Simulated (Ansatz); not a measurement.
YC (rock salt, Fm-3m), a = 5.0324 Å, b = 5.0324 Å, c = 5.0324 Å, α = 90.00°, β = 90.00°, γ = 90.00°; the cell used has 2 atoms.

Relaxed with PBEsol.

Problem. Which orbitals make up the states near the Fermi level in the program Ansatz at the PBEsol level (PAW)?

Solution. Within 0.5 eV of the Fermi level: C 2p 64 %, Y 4d 33 %. Projections are on Löwdin-orthogonalised atomic valence shells; empty p or d shells of many metals are not among them.

Problem. Tabulate the density of states.

Solution. States/eV per cell of 2 atoms, in 0.25 eV bins, energy from the Fermi level.

| E (eV) | total | C 2p | Y 4d | C 2s |
|---|---|---|---|---|
| -7.85 | 2.14 | 0.01 | 0.49 | 1.43 |
| -7.60 | 1.41 | 0.00 | 0.24 | 1.02 |
| -7.35 | 0.50 | 0.00 | 0.05 | 0.41 |
| -7.10 | 0.05 | 0.00 | 0.00 | 0.05 |
| -6.85 | 0.00 | 0.00 | 0.00 | 0.00 |
| -6.60 | 0.00 | 0.00 | 0.00 | 0.00 |
| -6.35 | 0.00 | 0.00 | 0.00 | 0.00 |
| -6.10 | 0.00 | 0.00 | 0.00 | 0.00 |
| -5.85 | 0.00 | 0.00 | 0.00 | 0.00 |
| -5.60 | 0.00 | 0.00 | 0.00 | 0.00 |
| -5.35 | 0.00 | 0.00 | 0.00 | 0.00 |
| -5.10 | 0.00 | 0.00 | 0.00 | 0.00 |
| -4.85 | 0.00 | 0.00 | 0.00 | 0.00 |
| -4.60 | 0.00 | 0.00 | 0.00 | 0.00 |
| -4.35 | 0.00 | 0.00 | 0.00 | 0.00 |
| -4.10 | 0.00 | 0.00 | 0.00 | 0.00 |
| -3.85 | 0.00 | 0.00 | 0.00 | 0.00 |
| -3.60 | 0.00 | 0.00 | 0.00 | 0.00 |
| -3.35 | 0.01 | 0.00 | 0.00 | 0.00 |
| -3.10 | 0.17 | 0.08 | 0.07 | 0.00 |
| -2.85 | 0.34 | 0.17 | 0.13 | 0.01 |
| -2.60 | 0.55 | 0.28 | 0.19 | 0.01 |
| -2.35 | 0.95 | 0.50 | 0.31 | 0.02 |
| -2.10 | 1.15 | 0.63 | 0.35 | 0.02 |
| -1.85 | 1.23 | 0.71 | 0.34 | 0.02 |
| -1.60 | 1.17 | 0.71 | 0.29 | 0.02 |
| -1.35 | 0.82 | 0.51 | 0.20 | 0.02 |
| -1.10 | 1.01 | 0.64 | 0.29 | 0.01 |
| -0.85 | 3.96 | 2.51 | 1.25 | 0.04 |
| -0.60 | 4.56 | 2.87 | 1.48 | 0.03 |
| -0.35 | 2.56 | 1.58 | 0.88 | 0.02 |
| -0.10 | 1.77 | 1.12 | 0.60 | 0.01 |
| 0.15 | 1.36 | 0.89 | 0.43 | 0.01 |
| 0.40 | 1.06 | 0.72 | 0.30 | 0.01 |
| 0.65 | 0.80 | 0.60 | 0.17 | 0.00 |
| 0.90 | 0.36 | 0.28 | 0.07 | 0.00 |
| 1.15 | 0.20 | 0.15 | 0.05 | 0.00 |
| 1.40 | 0.18 | 0.10 | 0.07 | 0.00 |
| 1.65 | 0.18 | 0.07 | 0.10 | 0.00 |
| 1.90 | 0.23 | 0.08 | 0.15 | 0.00 |
| 2.15 | 0.29 | 0.09 | 0.19 | 0.00 |
| 2.40 | 0.35 | 0.10 | 0.24 | 0.00 |
| 2.65 | 0.41 | 0.11 | 0.29 | 0.00 |
| 2.90 | 0.48 | 0.12 | 0.35 | 0.00 |
| 3.15 | 0.56 | 0.12 | 0.41 | 0.01 |
| 3.40 | 0.66 | 0.13 | 0.50 | 0.01 |
| 3.65 | 0.73 | 0.14 | 0.55 | 0.01 |
| 3.90 | 0.79 | 0.15 | 0.59 | 0.01 |
| 4.15 | 0.84 | 0.16 | 0.62 | 0.01 |
| 4.40 | 0.93 | 0.17 | 0.69 | 0.01 |
| 4.65 | 0.94 | 0.16 | 0.71 | 0.02 |

The start of the workflow was typed in or built on a structure type; the Crystallography Open Database copy checked does not list it. Whether it is the stable phase at ambient conditions was not checked. The PBEsol relaxation kept the symmetry of its start; whether a distortion lowers the energy is not shown. No spin polarisation was allowed. Scalar-relativistic: spin–orbit coupling is off unless named, which matters more the heavier the elements.

Potentials: the later of the program's two PAW sets.
